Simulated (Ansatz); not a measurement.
# Hf₃N₂: do energies and stresses tell the same story?

All numbers below come from DFT r2SCAN, scalar-relativistic, plane waves, PAW (Ansatz 0.2.0).

Settings: cutoff 500 eV, Γ-centred mesh 12×12×12 on the computed 5-atom cell, Gaussian smearing of 0.10 eV; no spin polarisation.

Relaxed cell: R-3m, a = 3.209 Å, b = 3.209 Å, c = 23.315 Å, α = 90.00°, β = 90.00°, γ = 120.00°, 5 atoms in the primitive cell. Whether it is the stable form of this composition wasn't checked.

Energies at zero smearing and pressures from the stress tensor, at volumes with shape and atoms relaxed:
```json
{"V (Å³/atom)": "12.612", "E − E(first) (meV/atom)": "0.00", "P (GPa)": "25.37"}
{"V (Å³/atom)": "13.028", "E − E(first) (meV/atom)": "-52.96", "P (GPa)": "15.63"}
{"V (Å³/atom)": "13.444", "E − E(first) (meV/atom)": "-82.37", "P (GPa)": "7.23"}
{"V (Å³/atom)": "13.860", "E − E(first) (meV/atom)": "-91.50", "P (GPa)": "0.00"}
{"V (Å³/atom)": "14.275", "E − E(first) (meV/atom)": "-83.21", "P (GPa)": "-6.21"}
{"V (Å³/atom)": "14.691", "E − E(first) (meV/atom)": "-59.98", "P (GPa)": "-11.54"}
```

Problem. Check P = −dE/dV between neighbouring volumes, and get the bulk modulus from the pressures alone.

Solution. With 1 eV/Å³ = 160.2 GPa:
```csv
middle V (Å³/atom),−ΔE/ΔV (GPa),mean P (GPa)
12.820,20.406,20.502
13.236,11.333,11.430
13.652,3.519,3.614
14.068,-3.193,-3.105
14.483,-8.951,-8.872
```

The two differ by 0.10 GPa at most. The mean of two end pressures misses the average over a step by about ΔV² P″/12, up to 0.12 GPa here; with that taken off 0.02 GPa remains. Around V = 13.860 Å³/atom, the two neighbours give B = −V ΔP/ΔV = 13.860 × 13.44 / 0.832 = 224.0 GPa, against B0 = 223.1 GPa from the Birch–Murnaghan fit of the energies.

Spin–orbit coupling is left out, which can shift energies with elements as heavy as these.